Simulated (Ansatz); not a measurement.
SrTiO$_{3}$ (cubic perovskite, space group No. 221), a = 3.9075 Å, b = 3.9075 Å, c = 3.9075 Å, α = 90.00°, β = 90.00°, γ = 90.00°.

Relaxed with r²SCAN.

Task: Tabulate the valence density and the electron localisation function along the shortest Sr–Ti contact (3.38 Å), DFT-r²SCAN in the program Ansatz with PAW potentials.

Result: 

| distance from Sr (Å) | density (e/Å³) | ELF |
|---|---|---|
| 0.34 | 2.50 | 0.41 |
| 0.51 | 2.63 | 0.75 |
| 0.68 | 1.98 | 0.85 |
| 0.85 | 1.13 | 0.85 |
| 1.02 | 0.54 | 0.70 |
| 1.18 | 0.23 | 0.28 |
| 1.35 | 0.12 | 0.06 |
| 1.52 | 0.08 | 0.03 |
| 1.69 | 0.08 | 0.03 |
| 1.86 | 0.09 | 0.04 |
| 2.03 | 0.11 | 0.04 |
| 2.20 | 0.14 | 0.03 |
| 2.37 | 0.26 | 0.06 |
| 2.54 | 0.66 | 0.25 |
| 2.71 | 2.05 | 0.61 |
| 2.88 | 4.98 | 0.75 |
| 3.05 | 8.55 | 0.73 |

The density is the valence pseudo-density with augmentation charge, so density and ELF within about 1 Å of a nucleus are not all-electron values.

Space group Pm-3m (cubic perovskite). Symmetry was held in the r²SCAN relaxation. At this level the phase is dynamically unstable (imaginary phonons). The run is not spin-polarised.

Potentials: the earlier of the program's two PAW sets.
